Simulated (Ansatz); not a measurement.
Ta₂N in space group P-31m (No. 162; Ta on 6k, N on 2d, N on 1a) at seven volumes, plane-wave PAW PBEsol (Ansatz code), shape and atoms relaxed at each. One row is withheld.

| V (Å³/atom) | P (GPa) |
|---|---|
| 11.919 | ? |
| 12.312 | 21.42 |
| 12.705 | 9.87 |
| 13.098 | 0.00 |
| 13.491 | -8.43 |
| 13.884 | -15.61 |
| 14.277 | -21.73 |

Task: Fit the shown pressures and predict the withheld one.

Result: P = (3/2)B₀(x^(7/2) − x^(5/2))[1 + (3/4)(B′ − 4)(x − 1)] with x = (V₀/V)^(2/3). Least squares on the six rows gives V₀ = 13.098 Å³/atom, B₀ = 303 GPa, B′ = 4.29. At V = 11.919, x = 1.0649 and P = 35.01 GPa. The run itself gave 34.94 GPa.

The workflow started from a Materials Project entry (that database holds measured and hypothetical structures alike); the Crystallography Open Database copy checked does not list it. Whether it is the stable phase at ambient conditions was not checked. Symmetry was held in the PBEsol relaxation; of distortions, only those at the zone centre were tested. No spin polarisation was allowed. Spin–orbit coupling is left out wherever it is not named.

Potentials: the later of the program's two PAW sets.
